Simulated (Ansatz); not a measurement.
FeBiO₃ in space group R-3 (No. 148; Bi on 6c, Fe on 3a, Fe on 3b, O on 18f), the program Ansatz at the PBEsol level (PAW). The conduction-band minimum lies at T, with 1 equivalent valley. Second derivatives d²E/dk² of the lowest band at one valley (eV·Å²), along Cartesian directions:

| direction | d²E/dk² |
|---|---|
| [100] | 6.806 |
| [010] | 6.805 |
| [001] | 6.827 |
| [110] | 6.805 |
| [101] | 6.818 |
| [011] | 6.817 |

Problem. Find the principal effective masses, the density-of-states mass and the conductivity mass.

Solution. Off-diagonal terms follow from H_xy = H[110] − (H_xx + H_yy)/2, and m*/mₑ = 7.620 eV·Å² over each eigenvalue: 1.1, 1.1, 1.1. One valley's DOS mass (m₁m₂m₃)^(1/3) = 1.1, conductivity mass 3/(Σ 1/mᵢ) = 1.1 mₑ.

Problem. What effective density of states Nc follows at 300 K for parabolic valleys?

Solution. Nc = 2.509e19 × 1 × (1.1)^(3/2) ≈ 2.9e19 cm⁻³.

Problem. With the computed static dielectric constant 192 (mean of the diagonal), estimate a hydrogenic donor's binding energy and radius.

Solution. E = 13.606 eV × 1.1/192² ≈ 0.41 meV; a = 0.529 Å × ε/m* ≈ 92 Å. Semilocal masses tend to be too small when the gap is underestimated.

The start of the workflow was typed in or built on a structure type; neither database checked (COD, Materials Project) lists it. It is not the phase usual at ambient conditions (space group No. 161). Symmetry was held in the PBEsol relaxation, as lowered by the spin order; its stability against distortions is not shown here. Magnetic state: antiferromagnetic, chosen from 5 collinear starts compared on coarse meshes (ties went to the first, and starts can fall back to one state), not a proven ground state. No Hubbard U is applied. Point labels and valley counts follow the cell and symmetry of the run, lower than the named group. Scalar-relativistic: spin–orbit coupling is off unless named, which matters more the heavier the elements.

Potentials: the later of the program's two PAW sets.
